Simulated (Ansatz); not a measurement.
MoS2 (R3m), relaxed with r²SCAN (Ansatz, a quantum-chemistry and plane-wave program, plane waves, PAW): a = b = 3.1851 Å, c = 19.4936 Å, α = β = 90.00°, γ = 120.00°.

```
Property        Value
--------------  -----
gap (eV)         1.15
ΔH_f (eV/atom)  -0.98
```

Q: The same phase is relaxed and computed with PBE in the same code. What are the cell and these values now?

A: a = 3.185 Å, b = 3.185 Å, c = 22.317 Å, α = 90.00°, β = 90.00°, γ = 120.00°.

* **gap (eV)**: 1.45
* **ΔH_f (eV/atom)**: -0.89

Weakly bound layers, chains or molecules computed without a dispersion correction, so cells and soft constants are ill determined: MoS2, R3m (Mo on 3a, S on 3a, S on 3a) with r²SCAN; MoS2, R3m (Mo on 3a, S on 3a, S on 3a) with PBE. All cells were relaxed under the symmetry of their starts (and spin orders); stability against distortions was not tested throughout. Rows with no word on spin ran without spin polarisation. Scalar-relativistic: spin–orbit coupling is off unless named, which matters more the heavier the elements.

Potentials: the later of the program's two PAW sets.

Ansatz is a plane-wave DFT program.

Formation energies count from the lowest solids of the elements computed at the same level, not from gases.
